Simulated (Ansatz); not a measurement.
Ta3N: how the energy converges with the cutoff

Ta3N, P-3m1, a = 3.032 Å, c = 7.524 Å. The structure is a Materials Project entry; whether it is the stable form wasn't checked. Ansatz: PBE, PAW, cutoff varied, Γ-centred 15×15×6 mesh on 4 atoms, Gaussian smearing 0.10 eV; no spin polarisation. Single points at one geometry, the cutoff alone changed; ΔE is the energy at zero smearing over the run at 600 eV (runs within 0.3 meV/atom of it are left out). The runs up to 350 eV lie under the cutoff recommended for these PAW datasets.

| cutoff (eV) | ΔE (meV/atom) |
| --- | --- |
| 200 | 1691.81 |
| 250 | 338.08 |
| 300 | ? |
| 350 | 19.47 |
| 420 | 1.80 |

Question: Assume ΔE falls exponentially with the cutoff, fit y = ln ΔE against x, the cutoff in eV, to the other rows, and predict the missing value.

Answer: y = 7.434, 5.823, 2.969, 0.588. Means x = 305.0, y = 4.2035; Σ(Δx)² = 29300, ΣΔxΔy = -899.6; the slope is their ratio. y = 13.57 − 0.03070 x, a factor of ten per 75 eV. At 300 eV this gives ΔE = 78.26 meV/atom. The run gave 78.91, a ratio of 0.99. Between neighbouring rows the decay runs from a factor of ten per 68 eV to one per 82 eV, so one exponential is only a rough guide.